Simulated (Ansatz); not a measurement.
Relaxed-ion elastic tensor of TiAl in space group P-6m2 (No. 187; Ti on 1a, Al on 1d) in GPa (Voigt order), plane-wave PAW r²SCAN (Ansatz code); density 3.76 g/cm³, 16.52 Å³ per atom.

```
      1     2     3     4     5     6
-  ----  ----  ----  ----  ----  ----
1   148   105  69.4   0.0   0.0   0.0
2   105   148  69.4   0.0   0.0   0.0
3  69.4  69.4   244   0.0   0.0   0.0
4   0.0   0.0   0.0  81.6   0.0   0.0
5   0.0   0.0   0.0   0.0  81.6   0.0
6   0.0   0.0   0.0   0.0   0.0  21.7
```

Question: Is the crystal mechanically stable?

Answer: Yes: the smallest eigenvalue of C is 21.7 GPa.

Question: Work out the Voigt, Reuss and Hill averages.

Answer: K_V = 114, K_R = 112, K_H = 113; G_V = 56.8, G_R = 38.6, G_H = 47.7 GPa.

Question: Give Young's modulus, Poisson's ratio, Pugh's ratio and the universal anisotropy index.

Answer: E = 9KG/(3K + G) = 125 GPa; ν = 0.32; K/G = 2.37 (ductile by the Pugh limit of 1.75); A_U = 5G_V/G_R + K_V/K_R − 6 = 2.38.

Question: Estimate the sound speeds and the Debye temperature.

Answer: v_l = √((K + 4G/3)/ρ) = 6850 m/s, v_t = √(G/ρ) = 3560 m/s, mean 3980 m/s; Θ = (h/k)(3n/4πV)^(1/3) v_m = 466 K.

Question: Solve the Christoffel equation for the three sound speeds along x, y, z.

Answer: Eigenvalues of C_ijkl n_j n_l equal ρv². In km/s, slowest first: x 2.40, 4.66, 6.27; y 2.40, 4.66, 6.27; z 4.66, 4.66, 8.05.

Question: How much does each axis shrink under pressure?

Answer: Linear compressibilities β_i = Σ_j S_ij (j = 1 to 3): x 3.4, y 3.4, z 2.2 per TPa.

The workflow started from a Materials Project entry (that database holds measured and hypothetical structures alike); the Crystallography Open Database copy checked does not list it. With Ti and Al taken as one species the cell has the higher symmetry P6_3/mmc, so it may be an ordered model of a mixed-site phase. It is not the phase usual at ambient conditions (space group No. 123). Symmetry was held in the r²SCAN relaxation; its stability against distortions is not shown here. No spin polarisation was allowed. As this level gives no gap, shear constants depend on the k-mesh and smearing (Fermi–Dirac, 0.1 eV here).

Potentials: the earlier of the program's two PAW sets.
